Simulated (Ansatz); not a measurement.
TiAl$_{3}$ (D022 type, space group I4/mmm)

```xyz
4
Lattice="-1.9229 1.9229 4.3100 1.9229 -1.9229 4.3100 1.9229 1.9229 -4.3100" Properties=species:S:1:pos:R:3 pbc="T T T"
Al     0.0000     0.0000     4.3100
Al     0.0000     1.9229     2.1550
Al     1.9229     0.0000     2.1550
Ti     0.0000     0.0000     0.0000
```

The atoms are displaced by Q × the pattern below (from a DFPT mode at Γ, largest move 1; Q in Å), at fixed cell. It is one choice among 2 degenerate patterns.

```csv
atom,x,y,z
Al1,0.000,1.000,0.000
Al2,0.000,-0.002,0.000
Al3,0.000,-0.002,0.000
Ti4,0.000,-0.562,0.000
```

Computed with PBE (plane waves to 420 eV, PAW, scalar-relativistic; Ansatz, an electronic-structure program). k mesh 17×17×17 (Γ-centred), Fermi-Dirac smearing 0.05 eV. The energy includes the smearing's −TS. With partly filled bands, energies and forces of such displacements shift with the k mesh and the smearing. TiAl3 is run without spin polarisation. TiAl3 was relaxed with its symmetry unable to fall. ΔE is measured from the undisplaced structure.

Q: Predict the ΔE (meV/cell) and −dE/dQ from forces (eV/Å) at Q (Å) = -0.120, -0.090, -0.060, 0.060, 0.090, 0.150.

A: 
| Q (Å) | ΔE (meV/cell) | −dE/dQ from forces (eV/Å) |
|---|---|---|
| -0.120 | 131 | 2.180 |
| -0.090 | 73 | 1.634 |
| -0.060 | 33 | 1.089 |
| 0.060 | 33 | -1.089 |
| 0.090 | 73 | -1.634 |
| 0.150 | 204 | -2.726 |

(A displaced cell: forces are minus the slopes of the energy, force constants its curvatures, and phonons follow from these.)
